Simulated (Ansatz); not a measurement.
Input and command of a calculation in Ansatz (plane waves; scalar-relativistic PAW potentials unless the input names others):

```yaml
crystal:
  lattice:
    - [0.0, 2.1319680775, 2.1319680775]
    - [2.1319680775, 0.0, 2.1319680775]
    - [2.1319680775, 2.1319680775, 0.0]
  atoms:
    - { symbol: Li, position: [0.0, 0.0, 0.0] }
    - { symbol: Cl, position: [0.5, 0.5, 0.5] }
  symmetry: { detect: false }
basis:
  ecutwfc: 420
kpoints:
  mp_grid: { grid: [10, 10, 10] }
hamiltonian:
  xc: lda
scf:
  occupations: { method: fixed }
output:
  forces: true
  eigenvalues: true
  stress: true
```

```bash
ansatz run input.yaml --threads 1 --pin off --max-ram 1228MiB --backend cpu --events-out ev --progress --plain --runs-dir out
```

Abridged log:
```
Basis set: ecut = 420 eV, 339 PW (Γ)
Bands: 9, of which v1, the nominal top of the filled ones, is band 5 counted from 1 (4 counted from 0)
Symmetry: 1 space group operations
k-points: 504 of 1000 (time reversal used)
SCF iter   1: F=—  HF=-1248.317660 eV  |F-HF|=—  |Δ(HF+E_count)|=         —  Δρ=9.81e-3  dr2=8.92e-3  ethr=1.77e-3  ⟨swp⟩=4.9  Hψ=28646  notcnv=0  defer=973
SCF iter   2: F=—  HF=-1248.310154 eV  |F-HF|=—  |Δ(HF+E_count)|=   7.51e-3  Δρ=4.33e-3  dr2=1.37e-3  ethr=8.92e-5  ⟨swp⟩=2.0  Hψ=12118  notcnv=0  defer=986
SCF iter   3: F=—  HF=-1248.308878 eV  |F-HF|=—  |Δ(HF+E_count)|=   1.28e-3  Δρ=3.92e-4  dr2=1.85e-5  ethr=1.37e-5  ⟨swp⟩=2.0  Hψ=8057  notcnv=0  defer=986
SCF iter   4: F=—  HF=-1248.308873 eV  |F-HF|=—  |Δ(HF+E_count)|=   4.47e-6  Δρ=9.24e-5  dr2=6.59e-7  ethr=1.85e-7  ⟨swp⟩=2.3  Hψ=6700  notcnv=0  defer=3
SCF iter   5: F=-1248.308873 eV  HF=-1248.308873 eV  |F-HF|=3.51e-9  |Δ(HF+E_count)|=   1.93e-7  Δρ=6.61e-6  dr2=6.72e-9  ethr=6.59e-9  ⟨swp⟩=2.0  Hψ=7073  notcnv=0  defer=4
SCF iter   6: F=-1248.308873 eV  HF=-1248.308873 eV  |F-HF|=4.66e-11  |Δ(HF+E_count)|=   1.72e-9  Δρ=8.68e-7  dr2=7.39e-11  ethr=6.72e-11  ⟨swp⟩=3.9  Hψ=24658  notcnv=0
SCF 1 converged in 6 iterations: F = -1248.308873 eV  dr2 = 7.39e-11
SCF converged after 6 iterations
Free energy (F): -1248.308873 eV
Harris-Foulkes:  -1248.308873 eV  (|F-HF|=4.66e-11)
Internal energy: -1248.308873 eV  (E = F + TS)
E sigma→0 (E₀):  -1248.308873 eV
Fermi energy:    8.270125 eV
--- Forces (eV/Å), atoms counted from 1 ---
  atom   1  Li    -0.00000008     0.00000005    -0.00000026
  atom   2  Cl     0.00000003    -0.00000002     0.00000012
--- Stress (GPa, compression-positive) ---
       49.987350      -0.000001       0.000000
       -0.000001      49.987350       0.000000
        0.000000       0.000000      49.987350
  P = ⅓ Tr σ = 49.9874 GPa (499.874 kbar)
```

Apart from outputs, empty bands and the relaxation, which only the reference makes, the input differs from a reference run on usual settings in crystal.symmetry: not typed → {"detect": false}. The reference, at the same geometry, ended its own course with pressure 49.99 GPa, largest force 0.000 eV/Å, gap on the mesh 6.18 eV. This run converged in 6 SCF iterations with an energy at zero smearing within 0.01 meV/atom of the reference's, pressure 49.99 GPa, largest force 0.000 eV/Å, gap on the mesh 6.18 eV.